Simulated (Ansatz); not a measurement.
Sr$_{3}$Li$_{4}$Sb$_{4}$:
```cif
data_Li8Sb8Sr6
_chemical_formula_sum 'Sr6 Sb8 Li8'
_space_group_name_H-M_alt 'Immm'
_space_group_IT_number 71
_space_group_name_Hall '-I 2 2'
_cell_length_a 4.70259
_cell_length_b 7.29578
_cell_length_c 15.45986
_cell_angle_alpha 90.000
_cell_angle_beta 90.000
_cell_angle_gamma 90.000
loop_
_atom_site_label
_atom_site_type_symbol
_atom_site_symmetry_multiplicity
_atom_site_Wyckoff_symbol
_atom_site_fract_x
_atom_site_fract_y
_atom_site_fract_z
_atom_site_occupancy
Sr1 Sr 2 b 0.50000 0.00000 0.00000 1
Sb1 Sb 4 g 0.00000 0.30554 0.00000 1
Sb2 Sb 4 j 0.50000 0.00000 0.21401 1
Sr2 Sr 4 i 0.00000 0.00000 0.36972 1
Li1 Li 8 l 0.00000 0.19216 0.17467 1
```
(The calculation used a cell of 11 atoms; values per cell refer to that cell.)

Relaxed at zero pressure with plane-wave PAW LDA (Ansatz code).

Question: The volume is lowered by 3 % and shape and atoms relax at that volume. What pressure results, and how do the axes share the change?

Answer: 1.3 GPa; a -0.8 %, b -1.3 %, c -1.0 %; the energy rises by 3 meV/atom.

Question: Give the new structure.

Answer: 
Space group Immm (No. 71); a = 4.6666 Å, b = 7.2001 Å, c = 15.3127 Å, α = 90.00°, β = 90.00°, γ = 90.00°

| atom | site | symmetry | x | y | z |
|---|---|---|---|---|---|
| Sr | 2b | mmm | 0.5000 | 0.0000 | 0.0000 |
| Sb | 4g | m2m | 0.0000 | 0.3041 | 0.0000 |
| Sb | 4j | mm2 | 0.5000 | 0.0000 | 0.2139 |
| Sr | 4i | mm2 | 0.0000 | 0.0000 | 0.3695 |
| Li | 8l | m.. | 0.0000 | 0.1919 | 0.1743 |

The phase is kept; no other phase was compared at this pressure.

The workflow started from an entry of the Crystallography Open Database (COD). Its standing as an ambient phase is unchecked. Symmetry was held in the LDA relaxation; its stability against distortions is not shown here. Spin–orbit coupling is left out wherever it is not named.

Potentials: the later of the program's two PAW sets.
